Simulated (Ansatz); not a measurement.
Put Y₄Sn₃N₄ in P-43m (No. 215): Y on 4e; Sn on 3d; N on 4e. Recipe of this trial structure of Y₄Sn₃N₄: 3-, 4-connected net, the two elements on its two kinds of vertex, guests in its cages (guest Y).

The calculation used Ansatz, DFT PBE, scalar-relativistic, plane waves, PAW. Cutoff 420 eV, Γ-centred mesh, Gaussian smearing, no spin polarisation.

Formation energies are uncorrected and refer to the elements' standard structures at the same level (N₂ as a molecule). The references include grey tin.

Question: Predict the relaxed structure.

Answer:

Space group P-43m (No. 215). a = 6.580 Å, b = 6.580 Å, c = 6.580 Å, α = 90.00°, β = 90.00°, γ = 90.00°
```tsv
atom	site	symmetry	x	y	z
Y	4e	.3m	0.3258	0.3258	0.3258
Sn	3d	-42.m	0.0000	0.0000	0.5000
N	4e	.3m	0.3381	0.3381	0.6619
```

Y has 3 N at 2.22 Å, 3 Sn at 3.24 Å and 3 Y at 3.24 Å; Sn is surrounded by 4 Y at 3.24 Å and 4 N at 3.32 Å; N has 3 Y at 2.22 Å, 3 N at 3.01 Å and 3 Sn at 3.32 Å. Another local minimum with the same sites may exist.

Question: And its energy and gap?

Answer: The formation energy is −0.04 eV/atom. The gap on the 6×6×6 mesh of the 11-atom cell is 0 eV (a metal). A negative formation energy is needed for stability but isn't enough: competing phases decide.

The last run used Gaussian smearing of 0.10 eV. Symmetry constrained the relaxation, so the result can be a saddle point.
